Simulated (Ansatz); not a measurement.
# Rb2NiO2: do energies and stresses tell the same story?

All numbers below come from DFT PBEsol, scalar-relativistic, plane waves, PAW in Ansatz.

Cutoff 420 eV; k points 10×10×10 on the computed 5-atom cell (Γ-centred); Gaussian smearing, width 0.02 eV; collinear spin from starting moments 0 0 1.28 0.34 0.34 μB.

Relaxed cell: I4/mmm, a = 4.130 Å, b = 4.130 Å, c = 12.948 Å, α = 90.00°, β = 90.00°, γ = 90.00°, 5 atoms in the primitive cell. Whether it is the stable form of this composition wasn't checked.

Energies at zero smearing and pressures from the stress tensor, at volumes with shape and atoms relaxed:
```
V (Å³/atom) E − E(first) (meV/atom) P (GPa)
     20.754                     0.00     2.01
     21.417                    -5.94     0.91
     22.079                    -7.75     0.00
     22.742                    -6.15    -0.76
     23.404                    -1.73    -1.37
```

Problem. Check P = −dE/dV between neighbouring volumes, and get the bulk modulus from the pressures alone.

Solution. With 1 eV/Å³ = 160.2 GPa:
```
middle V (Å³/atom)  −ΔE/ΔV (GPa) mean P (GPa)
            21.086         1.438         1.460
            21.748         0.438         0.454
            22.410        -0.388        -0.380
            23.073        -1.070        -1.064
```

The two differ by 0.02 GPa at most. The mean of two end pressures misses the average over a step by about ΔV² P″/12, up to 0.02 GPa here; with that taken off 0.01 GPa remains. Around V = 22.079 Å³/atom, the two neighbours give B = −V ΔP/ΔV = 22.079 × 1.67 / 1.325 = 27.8 GPa, against B0 = 27.5 GPa from the Birch–Murnaghan fit of the energies.

The cell holds one magnetic atom, so it can only be ferromagnetic; an antiferromagnetic order may lie lower.

Only this magnetic start was tried.